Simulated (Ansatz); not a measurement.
## Where the states of TlAg₃Te₂ lie

```xyz
6
Lattice="2.3000 -7.7250 0.0000 2.3000 7.7250 0.0000 0.0000 0.0000 4.7600" Properties=species:S:1:pos:R:3 pbc="T T T"
Tl    0.0000    0.0000    0.0000
Ag    2.3000    0.0000    2.3800
Ag    2.3000    2.8583    0.0000
Ag    2.3000   -2.8582    0.0000
Te    2.3000    5.7937    2.3800
Te    2.3000   -5.7937    2.3800
```

The cell comes from COD entry 1510042, which wasn't checked; take it as a given geometry.

Spin–orbit coupling is left out, though it moves levels of the heavy atoms by tenths of an eV or more.

Computed with DFT, PBE, all-electron LAPW, scalar-relativistic in Ansatz 0.2.0.

The runs use a Γ-centred 7×7×7 k mesh, Fermi–Dirac smearing of 0.03 eV, basis error target 0.5 meV/atom, no spin polarisation.

States per eV and cell, averaged over 0.6 eV, from -7.0 to 6.0 eV, with energies (bin centres) from the Fermi level; empty bins are left out. The partial columns, the largest 3 alone, are projections on Löwdin-orthogonalised atomic shells (those that the program's projection atoms carry: the occupied ones and, for some elements, an empty d or f shell; other empty shells have no column), summed over atoms of an element. Weights on diffuse s and p shells depend on that basis and aren't pure angular character.

```csv
E (eV),total,Ag 4d,Te 5p,Ag 5s
-6.8,1.46,0.15,0.36,0.04
-6.2,1.45,0.20,0.33,0.05
-5.6,0.42,0.05,0.10,0.01
-5.0,3.28,1.96,0.84,0.27
-4.4,14.94,12.53,1.45,0.36
-3.8,19.66,17.78,1.06,0.35
-3.2,15.30,13.61,0.91,0.35
-2.6,4.52,1.67,1.81,0.46
-2.0,3.25,0.58,1.91,0.29
-1.4,2.87,0.32,1.77,0.29
-0.8,2.90,0.27,1.82,0.31
-0.2,3.69,0.29,2.31,0.27
0.4,1.39,0.07,0.56,0.34
1.0,3.07,0.11,0.93,1.21
1.6,2.72,0.07,0.72,1.14
2.2,1.98,0.03,0.44,0.95
2.8,2.41,0.03,0.43,0.80
3.4,2.66,0.03,0.31,0.45
4.0,2.80,0.02,0.28,0.34
4.6,4.25,0.02,0.32,0.31
5.2,4.16,0.02,0.23,0.20
5.8,4.10,0.01,0.26,0.18
```

Question: Where is the centre of the filled Ag 4d states between -14 eV and the top of the filled states?

Answer: -3.79 eV from the Fermi level.
